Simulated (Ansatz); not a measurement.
Sb₃Au in space group Im-3m (No. 229; Sb on 6b, Au on 2a) under volume change, plane-wave PAW r²SCAN (Ansatz code), scaled uniformly.

| V (Å³/atom) | E − E(relaxed) (meV/atom) | P (GPa) |
|---|---|---|
| 23.572 | 58.7 | 8.87 |
| 24.349 | 24.4 | 5.36 |
| 25.126 | 5.7 | 2.44 |
| 25.903 | 0.0 | 0.00 |
| 26.680 | 5.1 | -2.03 |
| 27.458 | 19.2 | -3.73 |
| 28.235 | 40.8 | -5.14 |

What does a third-order Birch–Murnaghan fit give for V₀, B₀ and B′?

V₀ = 25.90 Å³/atom, B₀ = 74.1 GPa, B′ = 5.0.

The workflow started from an entry of the Crystallography Open Database (COD). Whether it is the stable phase at ambient conditions was not checked. The r²SCAN relaxation kept the symmetry of its start; of distortions, only those at the zone centre were tested. Scalar-relativistic: spin–orbit coupling is off unless named, which matters more the heavier the elements.

Potentials: the later of the program's two PAW sets.
